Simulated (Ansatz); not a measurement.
W in space group Fd-3m (No. 227; W on 8a, W on 16d) under volume change, the program Ansatz at the r²SCAN level (PAW), scaled uniformly.

| V (Å³/atom) | E − E(relaxed) (meV/atom) | P (GPa) |
|---|---|---|
| 15.043 | 141.8 | 33.14 |
| 15.539 | 59.6 | 20.32 |
| 16.035 | 14.1 | 9.36 |
| 16.531 | 0.0 | 0.00 |
| 17.027 | 12.7 | -8.01 |
| 17.523 | 48.4 | -14.88 |
| 18.019 | 103.9 | -20.82 |

Task: What does a third-order Birch–Murnaghan fit give for V₀, B₀ and B′?

Result: V₀ = 16.53 Å³/atom, B₀ = 289 GPa, B′ = 4.2.

The start of the workflow was typed in or built on a structure type; neither database checked (COD, Materials Project) lists it. It is not the phase usual at ambient conditions (space group No. 229). The cell was relaxed with r²SCAN under the symmetry of its start; its stability against distortions is not shown here. No spin polarisation was allowed. Spin–orbit coupling is left out wherever it is not named.

Potentials: the later of the program's two PAW sets.
